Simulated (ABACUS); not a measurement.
Consider a self-consistent single point of Pt (Fm-3m, 4 atoms in the cell; from Materials Project mp-126, lattice scaled a little).

```
Pt
1.0
    4.01452     0.00000     0.00000
    0.00000     4.01452     0.00000
    0.00000     0.00000     4.01452
Pt
4
Direct
  0.00000   0.00000   0.00000
  0.00000   0.50000   0.50000
  0.50000   0.00000   0.50000
  0.50000   0.50000   0.00000
```

Computed with LDA (PW92), numerical atomic orbitals DZP (confined pseudo-atomic orbitals with Gaussian additions; energy shift 0.003 Ry), PseudoDojo 0.4 standard norm-conserving LDA (tails mended) pseudopotentials (ABACUS).

ABACUS settings:

- basis: DZP numerical atomic orbitals, energy shift 0.003 Ry
- KPT: Gamma 8 8 8 0 0 0
- basis_type: lcao
- dft_functional: PWLDA
- ecutwfc: 100 Ry
- smearing_method: fd
- smearing_sigma: 0.00367493 Ry
- potentials: PseudoDojo 0.4 standard norm-conserving LDA (tails mended)
- symmetry: 1
- ks_solver: genelpa
- scf_nmax: 100
- scf_thr: 1.0e-07
- mixing_type: broyden
- mixing_beta: 0.7

Results:

Number of valence electrons: 72
Number of bands: 46
Number of k-points after the program's reduction: 35
Size of the basis: 104
Number of SCF iterations: 7
Free energy E − TS: -14223.7027 eV
Fermi level (on the code's own zero): 21.03 eV
Pressure: -21.24 GPa

Stress (GPa, positive for compression):
```
-21.24    0.00    0.00
  0.00  -21.24    0.00
  0.00    0.00  -21.24
```

For comparison: a first run (DFT, PBE, numerical atomic orbitals DZP (confined pseudo-atomic orbitals with Gaussian additions; energy shift 0.003 Ry), PseudoDojo 0.5 standard norm-conserving PBE (tails mended) pseudopotentials) was changed to give this one (dft_functional: PBE → PWLDA; pseudopotentials: PseudoDojo 0.5 standard norm-conserving PBE (tails mended) → PseudoDojo 0.4 standard norm-conserving LDA (tails mended); basis_set: DZP numerical atomic orbitals, energy shift 0.003 Ry → DZP numerical atomic orbitals, energy shift 0.003 Ry), and from it to this one the pressure goes from -7.07 to -21.24 GPa.

The atom-centred basis is finite, which shifts total energies and pressures against plane waves. The structure comes from a collection of computed structures, made at another level of theory; the collection holds predicted forms beside known ones. Its lattice was then scaled. At this pressure the cell is far from its equilibrium volume at this level.

Cost on one core: about 60 core-seconds (a rough figure).

The atomic orbitals were generated for these runs; they are not ABACUS's published sets and were checked against plane waves on a few crystals only.

“Tails mended”: in these copies of the files the far tail of each local potential was reset to the Coulomb form.
